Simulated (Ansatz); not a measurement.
ScPd3C:
```xyz
5
Lattice="4.1476 0.0000 0.0000 0.0000 4.1476 0.0000 0.0000 0.0000 4.1476" Properties=species:S:1:pos:R:3 pbc="T T T"
Sc     0.0000     0.0000     0.0000
Pd     0.0000     2.0738     2.0738
Pd     2.0738     0.0000     2.0738
Pd     2.0738     2.0738     0.0000
C      2.0738     2.0738     2.0738
```

Relaxed with PBEsol. Special points in fractions of this cell's reciprocal vectors: Γ (0.000, 0.000, 0.000); X (0.000, 0.500, 0.000); M (0.500, 0.500, 0.000); R (0.500, 0.500, 0.500).

### Question
List the band energies nearest the Fermi level at these points for plane-wave PAW PBEsol (Ansatz code).

### Answer
In eV from the Fermi level; about four levels below and three above (degenerate sets whole), none deeper than 8.9 eV; points with the same levels are listed once.

```json
[
 {"k": "Γ", "below": "-1.53 -1.47 -1.47 -1.47", "above": "1.31 1.31 2.29 2.29 2.29"},
 {"k": "X", "below": "-2.36 -1.47 -0.27 -0.27", "above": "0.89 0.89 0.97"},
 {"k": "M", "below": "-2.51 -1.70 -0.36 -0.36", "above": "0.86 0.86 1.02"},
 {"k": "R", "below": "-1.63 -1.63 -1.63 -0.27 -0.27 -0.27", "above": "0.26 0.26 0.26"}
]
```

Space group Pm-3m (anti-perovskite). The start of the workflow was typed in or built on a structure type; neither database checked (COD, Materials Project) lists it. Its standing as an ambient phase is unchecked. The PBEsol relaxation kept the symmetry of its start; phonons show weakly imaginary modes. The run is not spin-polarised. Scalar-relativistic: spin–orbit coupling is off unless named, which matters more the heavier the elements.

Potentials: the earlier of the program's two PAW sets. The files were generated under PBE; for other functionals the program regenerates the frozen cores, and for LDA and PBEsol the local potential too.
